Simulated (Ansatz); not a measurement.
## Al under pressure

These are results of DFT LDA, scalar-relativistic, plane waves, PAW (Ansatz 0.2.0), not measurements. Cutoff 420 eV, 18×18×10 k-points (Γ-centred), Fermi-Dirac smearing of 0.15 eV. No spin polarisation. Phonons by linear response, acoustic sum rule imposed.

The cell, relaxed at this level:
Space group P6_3/mmc (No. 194). a = 2.817 Å, b = 2.817 Å, c = 4.644 Å, α = 90.00°, β = 90.00°, γ = 120.00°
```tsv
atom	site	symmetry	x	y	z
Al	2c	-6m2	0.6667	0.3333	0.7500
```

In a metal, frequencies and elastic constants depend on the k mesh and the smearing, soft modes and shear constants most.

**Question.** The cell is relaxed again at 7 and 18 and 35 GPa. How do volume, gap and optical modes at Γ (cm⁻¹, counted from the lowest optical one; a degenerate one stands once) change?

**Answer.**
|  | 0 GPa | 7 GPa | 18 GPa | 35 GPa |
| --- | --- | --- | --- | --- |
| V/V0 | 1.000 | 0.928 | 0.853 | 0.777 |
| gap (eV) | 0.00 | 0.00 | 0.00 | 0.00 |
| mode 1 | 144 | 168 | 196 | 227 |
| mode 3 | 312 | 361 | 421 | 492 |

This form isn't the element's structure at ambient conditions.

Cost: 4 runs of about 0.73 core-minutes in all, on Intel Xeon 6975P-C (Granite Rapids) (shared hosts).